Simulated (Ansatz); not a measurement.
TiC (rock salt)

```
TiC
1.0
    0.00000     2.16390     2.16390
    2.16390     0.00000     2.16390
    2.16390     2.16390     0.00000
C Ti
1 1
Cartesian
  0.00000   0.00000   0.00000
  2.16390   2.16390   2.16390
```

The volume is varied about the relaxed value V₀ at fixed cell shape. Symmetry pins the atoms to their sites.

Level of theory: r2SCAN (plane waves to 500 eV, PAW, scalar-relativistic; Ansatz, a first-principles code). k mesh 18×18×18 (Γ-centred), Fermi-Dirac smearing 0.05 eV. E stands for the smeared free energy. Stress and pressure are positive under compression. TiC is run without spin polarisation. TiC was relaxed with its symmetry unable to fall. The zero of ΔE is the relaxed starting cell. The last digit holds for this mesh only.

```csv
V (Å³/atom),ΔE (meV/atom)
9.525,33.1
9.626,22.6
9.727,14.2
9.828,7.9
9.930,withheld
10.031,0.8
10.132,0.0
10.234,0.8
10.335,3.2
10.436,7.1
10.538,12.4
10.639,19.1
10.740,27.1
```

Problem. Fit a third-order Birch-Murnaghan form (E₀, V₀, B₀, B₀′ free) to the given rows and predict ΔE at V = 9.930.

Solution. Least squares on the 12 given rows: ΔE = E₀ + (9V₀B₀/16)·y²·[2 + (B₀′ − 4)y], y = (V₀/V)^(2/3) − 1, with V₀ = 10.133 Å³/atom, B₀ = 262.8 GPa (160.2 GPa = 1 eV/Å³; the term in eV is multiplied by 1000), B₀′ = 4.01, E₀ = -0.02 meV/atom; root-mean-square residual 0.04 meV/atom. At 9.930 the fit gives 3.4 meV/atom; the calculation gives 3.4 meV/atom, the same to the digits shown. For the pressure the fit gives 5.5 GPa against the computed 5.5 GPa.

(A scan under strain: stresses follow from slopes of the energy per volume, elastic moduli from its curvatures.)
